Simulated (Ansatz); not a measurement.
One crystal and one scan (frozen-phonon scan) at two levels, PBE (plane waves to 420 eV, PAW, scalar-relativistic; Ansatz, a quantum-chemistry and plane-wave program) and r2SCAN (plane waves to 500 eV, PAW, scalar-relativistic; Ansatz), each from its own relaxed cell and on its own mesh. The cell shown is that of PBE.

Starting cell, GaP (zinc blende):

```
GaP
1.0
    0.00000     5.50603     5.50603
    2.75302     0.00000     2.75302
    2.75302     2.75302     0.00000
P Ga
2 2
Cartesian
  4.12952   4.12952   4.12952
  4.12952   6.88254   6.88254
  0.00000   0.00000   0.00000
  2.75302   2.75302   5.50603
```

The atoms are displaced by Q × the pattern below (from a DFPT mode at L = (0.5, 0.0, 0.0), largest move 1; Q in Å), at fixed cell. (q is in reciprocal vectors of the primitive cell; the cell shown is doubled to hold the pattern.)

```tsv
atom	x	y	z
P1	-0.098	0.098	0.098
P2	0.098	-0.098	-0.098
Ga3	-0.577	0.577	0.577
Ga4	0.577	-0.577	-0.577
```

GaP was relaxed with its symmetry unable to fall. As the smearing reaches across the gap at some points, energies and forces of such displacements shift with the k mesh and the smearing. Percentages come from the unrounded values. Both scans cover Q from -0.280 to 0.280 Å.

Results of PBE:

```
Property                                                                                                                                           Value
----------------------------------------------------------------------------------------  --------------------------------------------------------------
Lattice constant a (Å)                                                                                                                             5.506
Energy at Q = 0.280 Å (meV/cell)                                                                                                                    1018
Harmonic wavenumber from the curvature (finite differences) (cm⁻¹ (negative: imaginary))                                                             224
Space group of the distorted cell                                                                                      R3m (No. 160), lowered from F-43m
Symmetry of the curve                                                                                                      even: the same for both signs
Shape of the curve                                                                        a single well with its minimum at or next to zero displacement
```

Question: Estimate the r2SCAN values.

Answer: 
| quantity | r2SCAN | PBE − r2SCAN |
|---|---|---|
| Lattice constant a (Å) | 5.451 | +0.055 (+1.0 %) |
| Energy at Q = 0.280 Å (meV/cell) | 1115 | -97 (-8.7 %) |
| Harmonic wavenumber from the curvature (finite differences) (cm⁻¹ (negative: imaginary)) | 234 | -10 (-4 %) |

PBE gives the higher value for: lattice constant a. PBE gives the lower value for: energy at Q = 0.280 Å; harmonic wavenumber from the curvature. Both give the same space group of the distorted cell: R3m (No. 160), lowered from F-43m.

(A displaced cell: forces are minus the slopes of the energy, force constants its curvatures, and phonons follow from these.)
